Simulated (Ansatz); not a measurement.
Spin-resolved density of states of AlNi3 (Pm-3m)

The source of the geometry is a structure from the Materials Project; atoms and cell stay fixed.

Functional, mesh and filling: PBE, 10×10×10 k mesh, Fermi–Dirac smearing of 0.03 eV. LAPW is all-electron LAPW in Ansatz 0.2.0. Site moments are integrated in spheres about the atoms.

The run was typed so:

```yaml
crystal:
  lattice:
    - [3.5230547267, 0.0, 0.0]
    - [0.0, 3.5230547267, 0.0]
    - [0.0, 0.0, 3.5230547267]
  atoms:
    - { symbol: Al, position: [0.0, 0.0, 0.0] }
    - { symbol: Ni, position: [0.0, 0.5, 0.5], spin: 0.3 }
    - { symbol: Ni, position: [0.5, 0.0, 0.5], spin: 0.3 }
    - { symbol: Ni, position: [0.5, 0.5, 0.0], spin: 0.3 }
magnetization:
  spin_polarized: true
kpoints:
  mp_grid: { grid: [10, 10, 10] }
scf:
  occupations: { method: fermi_dirac, width: 0.03 }
  lower_state_search: "off"
hamiltonian:
  xc: pbe
  pseudopotentials: { kind: all_electron, lapw: { basis_error: 0.001 } }
output:
  forces: true
  stress: true
  eigenvalues: false
  populations: true
  dos: { projected: true, de: 0.1, e_range: [-8, 5] }
```

Command: `ansatz run input.yaml --threads 2 --pin off --max-ram 6144MiB --backend cpu --events-out ev --progress --plain --runs-dir out`

Give the density of states by spin, smoothed by a Gaussian of 0.15 eV.


```
E − E_F (eV)  majority (states/eV/cell)  minority (states/eV/cell)
       -7.00                       0.31                       0.30
       -6.75                       0.32                       0.31
       -6.50                       0.37                       0.36
       -6.25                       0.43                       0.42
       -6.00                       0.48                       0.47
       -5.75                       0.41                       0.40
       -5.50                       0.42                       0.40
       -5.25                       0.61                       0.56
       -5.00                       0.79                       0.72
       -4.75                       0.95                       0.86
       -4.50                       1.13                       1.00
       -4.25                       1.21                       1.10
       -4.00                       1.39                       1.23
       -3.75                       1.48                       1.28
       -3.50                       3.06                       1.71
       -3.25                       4.32                       3.46
       -3.00                       3.88                       3.43
       -2.75                       3.55                       3.42
       -2.50                       3.29                       3.66
       -2.25                       4.32                       2.86
       -2.00                       3.09                       4.05
       -1.75                       2.38                       3.62
       -1.50                       3.73                       2.64
       -1.25                       6.12                       4.17
       -1.00                       5.86                       6.10
       -0.75                       4.28                       5.83
       -0.50                       3.65                       3.89
       -0.25                       2.50                       2.75
        0.00                       0.92                       2.43
        0.25                       0.43                       1.68
        0.50                       0.35                       0.56
        0.75                       0.49                       0.30
        1.00                       0.85                       0.48
        1.25                       0.91                       0.91
        1.50                       0.80                       1.00
        1.75                       0.68                       0.84
        2.00                       0.62                       0.70
        2.25                       0.55                       0.63
        2.50                       0.48                       0.54
        2.75                       0.44                       0.48
        3.00                       0.40                       0.43
        3.25                       0.36                       0.39
        3.50                       0.32                       0.35
        3.75                       0.29                       0.30
        4.00                       0.33                       0.29
        4.25                       0.45                       0.36
        4.50                       0.55                       0.50
```
Site moments (μB): Al1 -0.03, Ni2 0.27, Ni3 0.27, Ni4 0.27. Cell moment 0.73 μB.

Löwdin populations of d and f shells (filled inner shells left out):

```json
{"shell": "Ni2 3d", "up": "4.57", "down": "4.29"}
{"shell": "Ni3 3d", "up": "4.57", "down": "4.29"}
{"shell": "Ni4 3d", "up": "4.57", "down": "4.29"}
```

The Ansatz runs typed with the search for lower states off end where their start leads. These are results for the start and cell typed. The real compound can order otherwise, in a larger cell, or not at all, since semilocal functionals without spin fluctuations often overstate magnetism; near a collapse of the moment, mesh and smearing move it by tens of per cent.
